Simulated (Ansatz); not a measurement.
Structure: an ordered 6-atom cell of AlGa₂P₃ on the zincblende lattice (P3m1), at its r2SCAN minimum. Space group P3m1 (No. 156), trigonal; a = 3.861 Å, c = 9.459 Å in the conventional setting, 20.36 Å³ an atom. Around Al lie 4 P at 2.36–2.37 Å; around Ga lie 4 P at 2.36–2.37 Å; around P lie 3 Al at 2.36 Å and 1 Ga at 2.37 Å; around P lie 4 Ga at 2.36 Å; around P lie 3 Ga at 2.37 Å and 1 Al at 2.37 Å.

```cif
data_structure
_symmetry_space_group_name_H-M 'P3m1'
_symmetry_Int_Tables_number 156
_cell_length_a 3.8614
_cell_length_b 3.8614
_cell_length_c 9.4588
_cell_angle_alpha 90.000
_cell_angle_beta 90.000
_cell_angle_gamma 120.000
_cell_volume 122.14
loop_
_atom_site_label
_atom_site_type_symbol
_atom_site_symmetry_multiplicity
_atom_site_Wyckoff_symbol
_atom_site_fract_x
_atom_site_fract_y
_atom_site_fract_z
_atom_site_occupancy
Al1 Al 1 a 0.00000 0.00000 0.99970 1
Ga1 Ga 1 c 0.66667 0.33333 0.66630 1
Ga2 Ga 1 b 0.33333 0.66667 0.33386 1
P1 P 1 c 0.66667 0.33333 0.91662 1
P2 P 1 b 0.33333 0.66667 0.58328 1
P3 P 1 a 0.00000 0.00000 0.25024 1
```

4 runs of Ansatz on this cell differ in the functional (and in the settings that go with it). Levels are in eV from each run's valence top; v1 is the last filled band, c1 the first empty one.

Run A, mean stress +0.2 GPa (compression positive):
```
point     v2     v1    c1    c2
    Γ   0.00   0.00  3.50  3.54
    M  -1.70  -1.61  2.91  3.40
    K  -1.99  -1.96  3.87  3.92
    A  -0.24  -0.24  3.41  4.12
```

Run B, mean stress +2.1 GPa (compression positive):
```
point     v2     v1    c1    c2
    Γ   0.00   0.00  1.92  2.02
    M  -1.53  -1.45  1.60  1.98
    K  -1.78  -1.78  2.42  2.48
    A  -0.22  -0.22  1.90  2.53
```

Run C, mean stress +0.4 GPa (compression positive):
```
point     v2     v1    c1    c2
    Γ   0.00   0.00  2.85  2.88
    M  -1.67  -1.58  2.25  2.73
    K  -1.95  -1.93  3.19  3.25
    A  -0.23  -0.23  2.75  3.46
```

Run D, mean stress 0.0 GPa (compression positive):
```
point     v2     v1    c1    c2
    Γ   0.00   0.00  2.40  2.41
    M  -1.60  -1.51  1.88  2.27
    K  -1.86  -1.86  2.74  2.78
    A  -0.23  -0.23  2.29  2.96
```

Problem. Match the runs to PBE, r2SCAN, HSE06, PBE0.

Solution. A is PBE0, B is PBE, C is HSE06, D is r2SCAN. In order of the gap: PBE 1.60, r2SCAN 1.88, HSE06 2.25, PBE0 2.91 eV.

(Calculated; spin-unpolarised; the phase may be known or hypothetical.)

The program warns that its thresholds are loose for a hybrid's stress.

The meshes of the hybrids are coarse, so their gaps aren't converged to the digits shown.
